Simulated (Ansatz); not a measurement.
TaSi$_{2}$:
```
TaSi2
1.0
    4.73150     0.00000     0.00000
   -2.36575     4.09760     0.00000
    0.00000     0.00000     6.51827
Si Ta
6 3
Direct
  0.15940   0.31880   0.50000
  0.84060   0.15940   0.83333
  0.68120   0.84060   0.16667
  0.84060   0.68120   0.50000
  0.15940   0.84060   0.83333
  0.31880   0.15940   0.16667
  0.50000   0.00000   0.50000
  0.50000   0.50000   0.83333
  0.00000   0.50000   0.16667
```

Relaxed with LDA. Special points in fractions of this cell's reciprocal vectors: Γ (0.000, 0.000, 0.000); M (0.500, 0.000, 0.000); K (0.333, 0.333, 0.000); A (0.000, 0.000, 0.500); L (0.500, 0.000, 0.500); H (0.333, 0.333, 0.500).

Task: List the band energies nearest the Fermi level at these points for the program Ansatz at the LDA level (PAW).

Result: In eV from the Fermi level; about four levels below and three above (degenerate sets whole), none deeper than 8.9 eV; points with the same levels are listed once.

```tsv
k	below	above
Γ	-2.38 -2.23 -2.23 -1.42	0.71 3.10 3.10
M	-1.13 -0.80 -0.13 -0.01	0.87 1.24 1.64
K	-1.96 -1.96 -1.79 -1.79 -1.75	0.33 0.33 0.57
A	-2.33 -1.90 -1.72 -1.72	1.11 1.11 2.75 2.75
L	-2.08 -1.85 -0.72 -0.24	1.59 2.01 2.59
H	-0.78 -0.78 -0.18 -0.18	0.94 1.62 1.62
```

Space group P6_222. Symmetry was held in the LDA relaxation. No spin polarisation was allowed. Spin–orbit coupling is left out wherever it is not named.

Potentials: the later of the program's two PAW sets.
